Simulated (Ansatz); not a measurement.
**A film clamped to a substrate in Te₂Mo**

Level of theory: Ansatz 0.2.0, DFT r2SCAN, scalar-relativistic, plane waves, PAW. Settings: plane waves to 500 eV, k-mesh 12×12×2 (Γ-centred), Gaussian smearing 0.05 eV. No spin polarisation. Energies are free energies at this smearing, counted from the undisturbed cell; pressure is positive in compression.

The starting cell (relaxed at this level):

```yaml
crystal:
  lattice:
    - [3.56355, 0.00000, 0.00000]
    - [-1.78177, 3.08612, 0.00000]
    - [0.00000, 0.00000, 14.72622]
  atoms:
    - { symbol: Te, position: [0.33333, 0.66667, 0.62848] }
    - { symbol: Te, position: [0.66667, 0.33333, 0.12848] }
    - { symbol: Te, position: [0.33333, 0.66667, 0.87152] }
    - { symbol: Te, position: [0.66667, 0.33333, 0.37152] }
    - { symbol: Mo, position: [0.33333, 0.66667, 0.25000] }
    - { symbol: Mo, position: [0.66667, 0.33333, 0.75000] }
```

The cell holds layers and no dispersion correction was added, so their binding is poorly described.

The cell (6 atoms, V0 = 161.95 Å³) is strained by p along both x and y and by q along z, fractional coordinates fixed. τp = (1/V0) ∂E/∂p = (σxx + σyy)(1 + p)(1 + q) and τq = (1/V0) ∂E/∂q = σzz(1 + p)², with tension positive.

```csv
p,q,ΔE (meV/atom),τp (GPa),τq (GPa)
0.000,0.000,0.00,-0.01,-0.02
-0.050,0.000,92.24,-23.36,-7.86
0.050,0.000,71.47,15.97,5.43
0.000,-0.050,43.07,-7.51,-10.65
0.000,0.050,35.96,5.73,8.20
```

Q: Get the second derivatives of the energy density.

A: Central differences give A = ∂τp/∂p = 393 GPa (C11 + C22 + 2 C12), C = ∂τq/∂q = 188 GPa (C33) and the cross term B = ∂τq/∂p = 133 GPa (C13 + C23); ∂τp/∂q = 132 GPa must equal B, and any difference shows higher-order terms. Steps this large leave an error of some per cent of A or C in all of these, which can swamp a small B. The ions are clamped.

Q: A film of this crystal grows with z along the normal on a substrate that imposes p. How does its thickness respond, and what does the misfit cost?

A: Count p and q from the stress-free cell. A free surface needs τq = 0, so q = −(B/C) p = -0.71 p. The energy density left is (A − B²/C) p²/2 = M p², with the biaxial modulus M = 150 GPa; a misfit of 1 % costs 2.52 meV/atom, against 3.31 meV/atom if the thickness were held.

Forces appear on the atoms along this scan, and letting them relax would lower the energy and soften the response.

Cost: 12 runs of about 12 core-minutes in all, on Intel Xeon Processor @ 2.50GHz (Skylake/Cascade Lake) (shared hosts).